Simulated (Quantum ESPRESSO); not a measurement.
# Kohn-Sham bands of CsPbI₃ (cubic perovskite)

```
CELL_PARAMETERS angstrom
      6.27514     0.00000     0.00000
      0.00000     6.27514     0.00000
      0.00000     0.00000     6.27514
ATOMIC_POSITIONS crystal
  Cs 0.50000 0.50000 0.50000
  Pb 0.00000 0.00000 0.00000
  I  0.00000 0.00000 0.50000
  I  0.50000 0.00000 0.00000
  I  0.00000 0.50000 0.00000
```

Materials Project entry mp-1069538; symmetrised, unrelaxed at this level. Not found in the COD (Crystallography Open Database) copy used, which has the formula in other groups; not checked further. Computed values, not measurements, from PBEsol: Quantum ESPRESSO (norm-conserving PseudoDojo potentials, cutoff 56 Ry, no spin polarisation, no spin-orbit coupling) on a Γ-centred 6×6×6 mesh, then Wannier90. Density: 6×6×6 mesh, cold smearing 0.01 Ry. Spin-orbit coupling is left out although heavy elements are present.

**Question.** List the Kohn-Sham levels between −8 and 4.2 eV relative to the valence-band maximum at the high-symmetry points, as a band run of pw.x on that density gives them (levels within 2 meV counted together).

**Answer.** 
```csv
point,k (reciprocal lattice),levels (eV)
Γ,0.000 0.000 0.000,"-6.98, -3.81 (×3), -1.48 (×3), -1.35 (×3), 2.85, 3.90 (×2)"
X,0.000 0.500 0.000,"-7.58, -3.70 (×2), -2.21, -1.70 (×2), -1.64, -1.45 (×2), -1.00, 2.06"
M,0.500 0.500 0.000,"-3.54, -2.53, -1.86 (×2), -1.76 (×2), -1.55, -0.92, -0.50, 1.71 (×2)"
R,0.500 0.500 0.500,"-2.37 (×3), -1.54 (×2), -0.91 (×3), 0.00, 1.24 (×3), 3.71"
```
